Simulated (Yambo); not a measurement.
Yambo run on CaS (rock salt, space group Fm-3m, No. 225) under isotropic strain of +2 % on all lattice vectors. The wavefunctions come from this Quantum ESPRESSO step (PBEsol, PseudoDojo standard norm-conserving files, scalar-relativistic):

```
&CONTROL
  calculation = 'nscf'
  pseudo_dir = './pseudo'
  outdir = './out'
/
&SYSTEM
  ibrav = 0
  nat = 2
  ntyp = 2
  ecutwfc = 68.0
  ecutrho = 272.0
  occupations = 'fixed'
  force_symmorphic = .true.
  nbnd = 105
/
&ELECTRONS
  conv_thr = 2e-09
  diago_full_acc = .true.
  diago_thr_init = 1e-08
/
ATOMIC_SPECIES
S 32.0600 S.upf
Ca 40.0780 Ca.upf
CELL_PARAMETERS angstrom
  0.000000000000   2.871977684575   2.871977684575
  2.871977684575   0.000000000000   2.871977684575
  2.871977684575   2.871977684575   0.000000000000
ATOMIC_POSITIONS crystal
S   0.499999858579   0.499999858579   0.499999858579
Ca   0.999999858579   0.999999858579   0.999999858579
K_POINTS automatic
4 4 4 0 0 0
```

Yambo input:

```
rim_cut
gw0
dyson
el_el_corr
HF_and_locXC
ppa
em1d
RandQpts= 1000000
RandGvec= 1 Ry
EXXRLvcs= 68 Ry
VXCRLvcs= 272 Ry
Chimod= "HARTREE"
% BndsRnXp
 1 | 103 |
%
NGsBlkXp= 10 Ry
% LongDrXp
 1.0 | 1.0 | 1.0 |
%
PPAPntXp= 27.2114 eV
% GbndRnge
 1 | 103 |
%
GTermKind= "BG"
DysSolver= "n"
ExtendOut
% QPkrange
 1 | 1 | 8 | 9 |
 3 | 3 | 8 | 9 |
 7 | 7 | 8 | 9 |
%
```

k points by index: 1 = Γ, 3 = L, 7 = X.

The o-*.qp file then holds:

```
#    K-point    Band    Eo [eV]    E [eV]    E-Eo [eV]    Vxc [eV]    Vnlxc [eV]    Sc|Eo [eV]    Sc|E [eV]    dSc/dw|Eo [eV]    Re(Z)    Im(Z)
#
    1    8    0.000000    -1.172220    -1.172220    -12.93896    -15.99370    1.566065    1.882524    -7.345426    0.787436    -0.001467
    1    9    3.816267    4.217932    0.401665    -9.503990    -5.019499    -3.995526    -4.082826    -5.912495    0.821502    -0.001233
    3    8    -1.118478    -2.228262    -1.109785    -12.44739    -15.64852    1.787914    2.091350    -7.439376    0.785302    -0.001323
    3    9    4.996008    5.398747    0.402739    -8.765731    -4.398744    -3.879180    -3.964248    -5.745859    0.825655    -0.001328
    7    8    -0.802504    -2.035000    -1.232495    -12.47907    -15.86326    1.815312    2.151700    -7.426092    0.785602    -0.001561
    7    9    2.299223    3.125645    0.826422    -10.21598    -5.373455    -3.838838    -4.016102    -5.835885    0.823406    -0.001244
```
(The two width columns are left out.) Convergence of these settings isn't established.

Geometry strained from the cell relaxed with PBEsol, atoms relaxed again.
